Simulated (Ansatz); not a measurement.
Ba2HfS4:
```xyz
7
Lattice="-2.4731 2.4731 7.9016 2.4731 -2.4731 7.9016 2.4731 2.4731 -7.9016" Properties=species:S:1:pos:R:3 pbc="T T T"
Ba     0.0000     0.0000     5.6547
Ba     0.0000     0.0000    10.1485
Hf     0.0000     0.0000     0.0000
S      0.0000     2.4731     0.0000
S      2.4731     0.0000     0.0000
S      0.0000     0.0000    13.2412
S      0.0000     0.0000     2.5620
```

Relaxed with r²SCAN.

Map the electron localisation function on the plane through (0.358, 0.358, 0.000) spanned by u = [1, 1, 0] and v = [1, -1, 0] in lattice vectors, from r²SCAN (plane waves, PAW; program Ansatz).

x is the fraction of u, y of v (the angle between them is 90°; rows are the nearest grid lines); atoms in the plane: Ba at (0.00, 0.00), Ba at (0.50, 0.50), Ba at (0.28, 0.00), Ba at (0.78, 0.50), Hf at (0.14, 0.50), Hf at (0.64, 0.00), S at (0.48, 0.00), S at (0.98, 0.50), S at (0.30, 0.50), S at (0.80, 0.00).
```
y \ x   0.000  0.100  0.175  0.275  0.375  0.450  0.550  0.625  0.725  0.825  0.900   1.00
------  -----  -----  -----  -----  -----  -----  -----  -----  -----  -----  -----  -----
1.00    0.000  0.107  0.032  0.001  0.133  0.599  0.742  0.819  0.471  0.231  0.137  0.000
0.914   0.714  0.037  0.024  0.737  0.079  0.870  0.672  0.763  0.425  0.845  0.107  0.714
0.857   0.869  0.034  0.042  0.861  0.042  0.852  0.455  0.161  0.270  0.860  0.074  0.869
0.771   0.063  0.083  0.097  0.058  0.027  0.296  0.057  0.111  0.052  0.294  0.028  0.063
0.686   0.690  0.057  0.059  0.639  0.360  0.151  0.100  0.085  0.052  0.252  0.188  0.690
0.629   0.847  0.086  0.153  0.832  0.635  0.751  0.699  0.047  0.503  0.834  0.404  0.847
0.543   0.460  0.698  0.809  0.702  0.761  0.872  0.886  0.015  0.878  0.832  0.546  0.460
0.457   0.460  0.698  0.809  0.702  0.761  0.872  0.886  0.015  0.878  0.832  0.546  0.460
0.371   0.847  0.086  0.153  0.832  0.635  0.751  0.699  0.047  0.503  0.834  0.404  0.847
0.314   0.690  0.057  0.059  0.639  0.360  0.151  0.100  0.085  0.052  0.252  0.188  0.690
0.229   0.063  0.083  0.097  0.058  0.027  0.296  0.057  0.111  0.052  0.294  0.028  0.063
0.143   0.869  0.034  0.042  0.861  0.042  0.852  0.455  0.161  0.270  0.860  0.074  0.869
0.0857  0.714  0.037  0.024  0.737  0.079  0.870  0.672  0.763  0.425  0.845  0.107  0.714
0.000   0.000  0.107  0.032  0.001  0.133  0.599  0.742  0.819  0.471  0.231  0.137  0.000
```

The density is the valence pseudo-density with augmentation charge, so density and ELF within about 1 Å of a nucleus are not all-electron values.

Space group I4/mmm. The first step of the workflow began from a Materials Project structure, measured or hypothetical; the Crystallography Open Database copy checked does not list it. Whether it is the stable phase at ambient conditions was not checked. Symmetry was held in the r²SCAN relaxation; its stability against distortions is not shown here. The run is not spin-polarised. Spin–orbit coupling is left out wherever it is not named.

Potentials: the later of the program's two PAW sets.
